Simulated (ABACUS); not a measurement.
Consider a self-consistent single point of Ti (Im-3m, 1 atom in the cell; from COD 9012924, changed as shown).

```yaml
crystal:
  lattice:
    - [-1.62319, 1.62319, 1.62319]
    - [1.62319, -1.62319, 1.62319]
    - [1.62319, 1.62319, -1.62319]
  atoms:
    - { symbol: Ti, position: [0.00000, 0.00000, 0.00000] }
```

All values come from this method and carry its errors: LDA (PW92), numerical atomic orbitals DZP (confined pseudo-atomic orbitals with Gaussian additions; energy shift 0.003 Ry), PseudoDojo 0.4 standard norm-conserving LDA (tails mended) pseudopotentials (ABACUS 3.10.1).

ABACUS settings:

basis: DZP numerical atomic orbitals, energy shift 0.003 Ry
KPT: Gamma 12 12 12 0 0 0
basis_type: lcao
dft_functional: PWLDA
ecutwfc: 100 Ry
smearing_method: fd
smearing_sigma: 0.00734986 Ry
potentials: PseudoDojo 0.4 standard norm-conserving LDA (tails mended)
symmetry: 1
ks_solver: genelpa
scf_nmax: 100
scf_thr: 1.0e-07
mixing_type: pulay

Results:

- Number of valence electrons: 12
- Number of bands: 16
- Number of k-points after the program's reduction: 72
- Size of the basis: 26
- Number of SCF iterations: 7
- Free energy E − TS: -1614.7177 eV
- Fermi level (on the code's own zero): 13.13 eV
- Pressure: -7.07 GPa

Stress (GPa, positive for compression):
```
-7.07   0.00   0.00
 0.00  -7.07   0.00
 0.00   0.00  -7.07
```

For comparison: a first run was changed to give this one (volume scaled by 0.96), and from it to this one the free energy falls by 39.5 meV/atom and the pressure goes from -10.55 to -7.07 GPa.

The atom-centred basis is finite, which shifts total energies and pressures against plane waves.

Cost on one core: around 18 core-seconds (rough).

The atomic orbitals were generated for these runs; they are not ABACUS's published sets and were checked against plane waves on a few crystals only.

“Tails mended”: in these copies of the files the far tail of each local potential was reset to the Coulomb form.
